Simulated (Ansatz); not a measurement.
# Ionic part of the dielectric constant of AlN at 1 GPa, mode by mode

Level of theory: Ansatz, DFT LDA, scalar-relativistic, plane waves, PAW. Cutoff 420 eV, 10×10×10 k-points (Γ-centred), fixed occupations. No spin polarisation. Phonons by linear response, acoustic sum rule imposed.

The structure is cubic, space group F-43m (No. 216). The conventional cell has a = 4.335 Å, b = 4.335 Å, c = 4.335 Å, α = 90.00°, β = 90.00°, γ = 90.00°. Around Al (site symmetry -43m) lie 4 N at 1.88 Å. Around N (site symmetry -43m) lie 4 Al at 1.88 Å.

The primitive cell has V = 20.37 Å³ and ε∞,zz = 4.530. Each polar mode adds Δε = (4.92064×10⁷/V)·S/ν² along z, with S its oscillator strength in e²/amu, ν in cm⁻¹ and V in Å³.

Problem. From these modes, find each Δε and ε0,zz.
| ν (cm⁻¹) | S_zz (e²/amu) |
| --- | --- |
| 668.6 | 0.7021 |

Solution.
| ν (cm⁻¹) | Δε |
| --- | --- |
| 668.6 | 3.79 |

The sum is 3.794, so ε0,zz = 8.32; the run's tensor has 8.32.

Problem. Where do the longitudinal modes lie for a wave vector along z?

Solution. At 906 cm⁻¹. The Lyddane–Sachs–Teller product Π(ν_LO/ν_TO)² = 1.84 matches ε0/ε∞ = 1.84.

This zinc-blende form isn't the usual stable structure of the compound.

Cost: 1 run of about 0.86 core-minutes, on Intel Xeon Processor @ 2.50GHz (Skylake/Cascade Lake) (shared hosts).